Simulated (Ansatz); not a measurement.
An element in the fcc structure gives these cold pressures by all-electron LAPW under PBEsol (Ansatz 0.2.0, scalar-relativistic, no spin polarisation).

```
V (Å³/atom)  P (GPa)
      26.21     0.01
      24.12     6.73
      22.02    17.40
      19.92     34.4
      17.82     62.5
      15.73    110.8
      13.63    197.0
      11.80    336.0
```

(1) Which element is it?

Answers

(1) Sb. Its zero-pressure volume in this structure is near 26.2 Å³/atom; the volume and the steepness of P(V) together point to it, though neighbours can come close. This is the case that was computed; others weren't tested.
